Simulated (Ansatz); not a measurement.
**How far is PAW off for Bi?**

```
CELL_PARAMETERS angstrom
3.29119 -3.01411 0.00000
3.29119 3.01411 0.00000
-1.13542 0.00000 3.05111
ATOMIC_POSITIONS crystal
Bi 0.25180 0.25180 0.14900
Bi 0.74820 0.74820 0.85100
```

Atom numbers follow the list: Bi1, Bi2.

Conventional cell: a = 6.582 Å, b = 6.028 Å, c = 3.256 Å, α = 90.00°, β = 110.41°, γ = 90.00°. Around Bi (atom 1) lie 6 Bi at 3.11 to 3.27 Å.

The cell is a measured one (Crystallography Open Database entry 8100521); the temperature and pressure of the measurement aren't taken into account, and nothing was relaxed. The listed cell was then made from it by scaling, straining or moving an atom.

Spin–orbit coupling is left out, though it moves levels of the heavy atoms by tenths of an eV or more.

Levels of theory: DFT, PBEsol, PAW with Ansatz's default frozen-core files, scalar-relativistic (Ansatz 0.2.0); DFT, PBEsol, all-electron PAW with datasets made for the crystal, scalar-relativistic (Ansatz 0.2.0); DFT, PBEsol, all-electron LAPW, scalar-relativistic (Ansatz 0.2.0).

For PAW: a Γ-centred 8×8×11 k mesh, Fermi–Dirac smearing of 0.05 eV, cutoff 420 eV, no spin polarisation; the PAW files were made with PBE, and the program remakes their frozen cores for this functional. The crystal-made all-electron datasets (AE datasets) take a cutoff of 260 eV at this cell. LAPW targets a basis error of 0.25 meV/atom. The Ansatz runs share mesh, smearing and spin set-up. Plane-wave (PAW) pressures include the program's estimate of the Pulay term.

Stress and pressure are positive in compression.

The change that made this cell: volume scaled by 0.96.

No spin–orbit coupling: at heavy atoms the gradients can be off by tens of per cent for that reason.

In a metal, gradients converge slowly with the k mesh: the values move by tens of per cent from one mesh to another, at times in sign, so only the comparison on one mesh counts.

```tsv
quantity	PAW	AE datasets	LAPW
pressure (GPa)	3.95	3.98	3.98
stress xx (GPa)	4.51	4.54	4.54
stress yy (GPa)	3.10	3.12	3.12
stress zz (GPa)	4.25	4.27	4.27
stress xz (GPa)	-0.13	-0.13	-0.13
force on Bi1, z (eV/Å)	-0.030	-0.029	-0.029
field gradient Vzz at Bi1 (10²¹ V/m²)	-12.19	-12.24	–
```

PAW's pressure differs from the LAPW value by -0.03 GPa. Datasets made for the crystal and LAPW share parts of one code, so their agreement isn't an independent check.
